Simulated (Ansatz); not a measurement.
# Convergence of As$_{2}$Se with the plane-wave cutoff

The calculation used Ansatz, DFT PBEsol, scalar-relativistic, plane waves, PAW.

```
As Se
1.0
    -3.52942    3.52942    2.65357
     3.52942   -3.52942    2.65357
     3.52942    3.52942   -2.65357
As Se
4 2
Direct
  0.87500 0.12500 0.75000
  0.37500 0.12500 0.25000
  0.87500 0.62500 0.75000
  0.87500 0.12500 0.25000
  0.50000 0.50000 0.00000
  0.25000 0.75000 0.50000
```

- Γ-centred k-mesh: 8×8×8
- occupation rule: Gaussian smearing, 0.1 eV
- spin treatment: unpolarised
- valence charge of the PAW sets: As 15, Se 16

The atoms stay fixed while the plane-wave cutoff is varied. ΔE is the energy extrapolated to zero smearing, less that of the reference run (850 eV). The cell isn't necessarily relaxed at this level. Pressure is positive in compression and holds a correction for the finite cutoff (Pulay stress).

Times are rough; the reference took 55 s on 1 thread of Arm Neoverse V2, with other jobs on the host, peak memory 1.1 GiB.

```
cutoff (eV)  ΔE (meV/atom) P (GPa) plane waves at Γ  wall time (s)
        150              ?        ?                 ?              ?
        200           4090    -3.02               843            7.5
        250              ?        ?                 ?              ?
        300           50.6    -3.32              1539             14
        350           3.76    -3.46              1993             17
        380           1.54    -3.46              2185             19
        420           0.96    -3.47              2589             29
        460              ?        ?                 ?              ?
        520           0.25    -3.47              3605             26
        600           0.08    -3.47              4419             32
        700              ?        ?                 ?              ?
        850           0.00    -3.47              7497             55
```

Problem. Fill in the withheld rows.

Solution. The withheld rows:

| cutoff (eV) | ΔE (meV/atom) | P (GPa) | plane waves at Γ | wall time (s) |
| --- | --- | --- | --- | --- |
| 150 | 20069 | -7.09 | 561 | 5.5 |
| 250 | 586 | -3.49 | 1207 | 11 |
| 460 | 0.59 | -3.47 | 2953 | 24 |
| 700 | 0.02 | -3.47 | 5583 | 40 |